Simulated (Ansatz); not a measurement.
SnBi$_{3}$: a vibration from a frozen displacement

Level of theory: DFT PBEsol, scalar-relativistic, plane waves, PAW (Ansatz 0.2.0). Cutoff 420 eV, Γ-centred 12×12×12 k-points, Gaussian smearing of 0.15 eV. Spin–orbit coupling is left out, which matters for the heavy elements here. No spin polarisation. Energies are free energies at this smearing, counted from the undisturbed cell; pressure is positive in compression.

The undisturbed cell (relaxed at this level; with this scan's settings it stands at 0.1 GPa; it needn't be the usual structure):

```
Sn Bi
1.0
     0.00000    3.87945    3.87945
     3.87945    0.00000    3.87945
     3.87945    3.87945    0.00000
Sn Bi
1 3
Direct
  0.00000 0.00000 0.00000
  0.25000 0.25000 0.25000
  0.75000 0.75000 0.75000
  0.50000 0.50000 0.50000
```

Atom 4 (Bi) is moved by x along the Cartesian unit vector (-0.577, -0.577, -0.577); the cell and all other atoms stay fixed. The cell's volume is 116.77 Å³; the moved atoms weigh 208.980 u together and the others 536.671 u.

| x (Å) | ΔE (meV/cell) | total force on the moved atoms along the move (eV/Å) | pressure (GPa) |
| --- | --- | --- | --- |
| -0.1000 | 10.30 | 0.2101 | 0.1423 |
| -0.0500 | 2.54 | 0.1018 | 0.0736 |
| 0.0000 | 0.00 | 0.0000 | 0.0511 |
| 0.0750 | 5.74 | -0.1548 | 0.1020 |

Task: What frequency belongs to this motion?

Result: The force constant is k = −dF/dx = 2.048 eV/Å², from the parabola through x = -0.0500, 0 and 0.0750. In every cell the moved atoms swing against the rest, so the mass is μ = m₁m₂/(m₁ + m₂) = 150.410 u, and ν̃ = 521.5 cm⁻¹ × √(|k|/μ) = 61 cm⁻¹. The pattern needn't be a normal mode: ν̃² is then a weighted mean of the squared nonzero frequencies at the zone centre of this cell, so it lies between the lowest and the highest of them.

Task: How far does the harmonic law reach?

Result: At x = -0.100 Å, kx²/2 = 10.24 meV against the computed 10.30 meV (+0.6 %): the well is still close to harmonic there.

In a metal these slopes depend on the k mesh and the smearing.

Cost: 4 runs of about 6.5 core-minutes in all, on Intel Xeon Processor @ 2.50GHz (Skylake/Cascade Lake) (shared hosts).